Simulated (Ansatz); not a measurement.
**Is this Sb5S2 structure a true minimum?**

The structure comes from a proposed guess, relaxed at this level; another structure or a mixture of phases may lie lower.

All numbers below come from DFT PBE, scalar-relativistic, plane waves, PAW in Ansatz. Plane waves to 420 eV, a k mesh through Γ of 12×12×12 on the computed 7-atom cell and Gaussian smearing (0.10 eV); no spin polarisation.

The cell below (7 atoms, space group R-3m (No. 166)) is relaxed within its symmetry.

```yaml
crystal:
  lattice:
    - [2.06081, 1.18981, 13.33634]
    - [-2.06081, 1.18981, 13.33634]
    - [0.00000, -2.37962, 13.33634]
  atoms:
    - { symbol: Sb, position: [0.00000, 0.00000, 0.00000] }
    - { symbol: Sb, position: [0.42597, 0.42597, 0.42597] }
    - { symbol: Sb, position: [0.57403, 0.57403, 0.57403] }
    - { symbol: Sb, position: [0.13386, 0.13386, 0.13386] }
    - { symbol: Sb, position: [0.86614, 0.86614, 0.86614] }
    - { symbol: S, position: [0.70407, 0.70407, 0.70407] }
    - { symbol: S, position: [0.29593, 0.29593, 0.29593] }
```

For the test it was strained at random (σ = 1.5 % a component), the atoms were moved at random (σ = 0.05 Å), and all was relaxed again on a coarse 6×6×6 mesh (in the run’s order of axes) with 0.20 eV smearing, with no symmetry imposed.

No dispersion correction is applied, so the spacing and binding between layers, chains or molecules are poorly described. These runs have no spin–orbit coupling, which can matter for Sb. An odd number of electrons in the primitive cell allows no gap without spin; a larger cell or a magnetic state could open one.

Question: Is the structure stable against such a distortion?

Answer: It returns, within 1 meV/atom of the unmoved cell on that mesh and with the same symmetry when read at 0.1 Å (P1 at 0.01 Å, so small strains and shifts remain). So it is stable against the distortions that fit this cell and that this random move excites. Modes that don't fit the cell aren't tested.
